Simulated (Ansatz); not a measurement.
VPt₃:
```
VPt3
1.0
    1.37305     0.79273     9.03050
   -1.37305     0.79273     9.03050
    0.00000    -1.58546     9.03050
V Pt
1 3
Direct
  0.00000   0.00000   0.00000
  0.25617   0.25617   0.25617
  0.74383   0.74383   0.74383
  0.50000   0.50000   0.50000
```

Relaxed with r²SCAN. Special points in fractions of this cell's reciprocal vectors: Γ (0.000, 0.000, 0.000); T (0.500, 0.500, 0.500); H2 (0.828, 0.172, 0.500); H0 (0.500, -0.172, 0.172); L (0.500, 0.000, 0.000); S0 (0.336, -0.336, 0.000); S2 (0.664, 0.000, 0.336); F (0.500, 0.000, 0.500).

Question: List the band energies nearest the Fermi level at these points for r²SCAN with spin–orbit coupling in the plane-wave PAW code Ansatz.

Answer: In eV from the Fermi level; about four levels below and three above (degenerate sets whole), none deeper than 8.9 eV; points with the same levels are listed once.

```csv
k,below,above
Γ,-0.64 -0.64 -0.37 -0.37,0.41 0.41 0.47 0.47
T,-0.85 -0.85 -0.43 -0.43,0.39 0.39 0.42 0.42
H2,-2.27 -2.27 -0.93 -0.93,0.18 0.18 0.31 0.31
L,-0.25 -0.25 -0.06 -0.06,0.03 0.03 0.44 0.44
S0,-2.27 -2.27 -0.94 -0.94,0.19 0.19 0.30 0.30
F,-0.20 -0.20 -0.07 -0.07,0.35 0.35 0.72 0.72
```

Space group R-3m. The workflow started from a Materials Project entry (that database holds measured and hypothetical structures alike); the Crystallography Open Database copy checked does not list it. COD files the formula under space group No. 139, 221. Whether it is the stable phase at ambient conditions was not checked. The cell was relaxed with r²SCAN under the symmetry of its start; its stability against distortions is not shown here. The run is not spin-polarised.

Potentials: the later of the program's two PAW sets.
